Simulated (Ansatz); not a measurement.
TlCl (CsCl type, Pm-3m), plane-wave PAW PBE (Ansatz code). The conduction-band minimum lies at X, with 3 equivalent valleys. Second derivatives d²E/dk² of the lowest band at one valley (eV·Å²), along Cartesian directions:

```csv
direction,d²E/dk²
[100],24.41
[010],24.41
[001],41.97
[110],24.41
[101],33.18
[011],33.18
```

### Question
Find the principal effective masses, the density-of-states mass and the conductivity mass.

### Answer
Off-diagonal terms follow from H_xy = H[110] − (H_xx + H_yy)/2, and m*/mₑ = 7.620 eV·Å² over each eigenvalue: 0.18, 0.31, 0.31. One valley's DOS mass (m₁m₂m₃)^(1/3) = 0.26, conductivity mass 3/(Σ 1/mᵢ) = 0.25 mₑ.

### Question
What effective density of states Nc follows at 300 K for parabolic valleys?

### Answer
Nc = 2.509e19 × 3 × (0.26)^(3/2) ≈ 1.0e19 cm⁻³.

The PBE relaxation kept the symmetry of its start. Spin–orbit coupling is left out wherever it is not named.

Potentials: the later of the program's two PAW sets.

Edges and masses are those of Kohn–Sham bands, whose gap is no quasiparticle gap.
